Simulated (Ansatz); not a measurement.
All numbers below come from DFT PBE, scalar-relativistic, plane waves, PAW in Ansatz 0.2.0. Settings: cutoff 420 eV, Γ-centred meshes spaced at most about 0.3 Å⁻¹, and about 0.25 Å⁻¹ or finer for metals (2π included), Gaussian smearing. No spin polarisation in the final relaxations.

All energies are static (0 K, no zero-point motion).

Two relaxed structures of Mg₄Cd:

A.

Space group P-43m (No. 215). a = 5.231 Å, b = 5.231 Å, c = 5.231 Å, α = 90.00°, β = 90.00°, γ = 90.00°
```tsv
atom	site	symmetry	x	y	z
Mg	4e	.3m	0.2972	0.2972	0.2972
Cd	1a	-43m	0.0000	0.0000	0.0000
```

B.

Space group Cmmm (No. 65). a = 4.811 Å, b = 10.531 Å, c = 4.856 Å, α = 90.00°, β = 90.00°, γ = 90.00°
```csv
atom,site,symmetry,x,y,z
Mg,4i,m2m,0.5000,0.8494,0.0000
Mg,4j,m2m,0.5000,0.6552,0.5000
Cd,2c,mmm,0.5000,0.0000,0.5000
```

Question: Which form is favoured at zero pressure, and by what margin per atom?

Answer: B is lower, by 0.30 eV/atom. A has space group P-43m (No. 215), 28.6 Å³/atom and no gap on its mesh; B has space group Cmmm (No. 65), 24.6 Å³/atom and no gap. Counting all near atoms (those within 1.25 times the shortest distance at each site; a plus sign parts nearer from farther groups; a slash parts the counts of unlike sites), A has Mg 1+3, Cd 4 and B has Mg 11/12, Cd 8. The denser one is the lower, and pressure would at first widen the difference. Both come from invented guesses.

Cells relaxed within their symmetry can be saddle points. The Cmmm cell of Mg4Cd came from shaking the P-43m one.
